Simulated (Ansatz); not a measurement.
Field gradients of CdHgC₄Se₄N₄ from run to run

Cell of run 1: a measured structure from the Crystallography Open Database (COD), taken as it stands.

```cif
data_CdHgC4Se4N4
_symmetry_space_group_name_H-M 'I-4'
_symmetry_Int_Tables_number 82
_cell_length_a 11.6495
_cell_length_b 11.6495
_cell_length_c 4.5128
_cell_angle_alpha 90.000
_cell_angle_beta 90.000
_cell_angle_gamma 90.000
loop_
_atom_site_label
_atom_site_type_symbol
_atom_site_symmetry_multiplicity
_atom_site_Wyckoff_symbol
_atom_site_fract_x
_atom_site_fract_y
_atom_site_fract_z
Cd Cd 2 a 0.0000 0.0000 0.0000
Hg Hg 2 d 0.0000 0.5000 0.7500
C C 8 g 0.0814 0.7729 0.6230
Se Se 8 g 0.1288 0.6434 0.4312
N N 8 g 0.0551 0.8533 0.7340
```

One atom of each set is listed; the run and its k-mesh use a cell of 14 atoms with edges of 8.54, 8.54, 8.54 Å.

Relaxed positions (PBE, cell held):

Cd (0.0000, 0.0000, 0.0000)
Hg (0.0000, 0.5000, 0.7500)
C (0.0849, 0.7713, 0.6130)
Se (0.1308, 0.6438, 0.4192)
N (0.0554, 0.8551, 0.7345)

All runs are DFT with Ansatz 0.2.0 (plane waves and PAW, scalar-relativistic unless spin–orbit coupling is named, Γ-centred meshes, Fermi–Dirac smearing where given) in this cell.

Run 1: PBE, atoms as given; 420 eV, 7×7×7 k-points, smearing 0.02 eV.
Run 2: PBE, atoms relaxed; 420 eV, 7×7×7 k-points, smearing 0.02 eV.
Run 3: r2SCAN, at the relaxed atoms; 500 eV, 7×7×7 k-points, smearing 0.02 eV.

| run | Hg V_zz (η) | Se V_zz (η) | N V_zz (η) |
| --- | --- | --- | --- |
| 1 | 6.20 (0.00) | 55.7 (0.59) | -4.28 (0.31) |
| 2 | 4.49 (0.00) | 51.8 (0.65) | -2.94 (0.56) |
| 3 | ? | ? | ? |

V_zz in 10²¹ V/m²; 3 of the 5 sets of like atoms are followed.

Problem. Estimate the row of run 3.

Solution. Hg: 5.02 (0.00); Se: 53.7 (0.61); N: -3.17 (0.53). It lies nearest to run 2, from whose tensors on these sites it differs by 1.95 at most (largest principal value of the difference, on Se). Taken one at a time, the positions of the atoms (as given or relaxed) move the tensors on these sites by up to 4.36 (largest principal value of the change, on Se), the functional (r2SCAN with its higher cutoff) by 1.95 (Se).

Leaving out spin–orbit coupling shifts gradients on Hg by a few per cent, and by more where contributions nearly cancel. The database entry as given showed forces above 3 eV/Å or a pressure above 30 GPa, though relaxing it moves no atom far. In runs 1, 3 the atoms aren't at the calculated equilibrium (largest force 8.6, 0.88 eV/Å). The cell isn't the equilibrium one in run 1 (calculated pressure 8 GPa), and the entry's cell may itself be off.
